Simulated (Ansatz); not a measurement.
Here is the system:

Al$_{2}$O$_{3}$:
```yaml
crystal:
  lattice:
    - [2.40032, 1.38583, 4.46808]
    - [-2.40032, 1.38583, 4.46808]
    - [0.00000, -2.77165, 4.46808]
  atoms:
    - { symbol: Al, position: [0.00000, 0.00000, 0.00000] }
    - { symbol: Al, position: [0.50000, 0.50000, 0.50000] }
    - { symbol: Al, position: [0.30689, 0.30689, 0.30689] }
    - { symbol: Al, position: [0.69311, 0.69311, 0.69311] }
    - { symbol: O, position: [0.27946, 0.89228, 0.60378] }
    - { symbol: O, position: [0.72054, 0.10772, 0.39622] }
    - { symbol: O, position: [0.89228, 0.60378, 0.27946] }
    - { symbol: O, position: [0.10772, 0.39622, 0.72054] }
    - { symbol: O, position: [0.60378, 0.27946, 0.89228] }
    - { symbol: O, position: [0.39622, 0.72054, 0.10772] }
```

This is the r²SCAN-relaxed structure.

All from plane-wave PAW r²SCAN (Ansatz code), unless another level is named. Predict the highest zone-centre frequency (without LO–TO term).

751 cm⁻¹.

Next, the Hill bulk and shear moduli?

210 and 141 GPa.

Space group R-3. The first step of the workflow began from a Materials Project structure, measured or hypothetical; the Crystallography Open Database copy checked does not list it. It is not the phase usual at ambient conditions (space group No. 167). Symmetry was held in the r²SCAN relaxation; its stability against distortions is not shown here.

Potentials: the earlier of the program's two PAW sets.
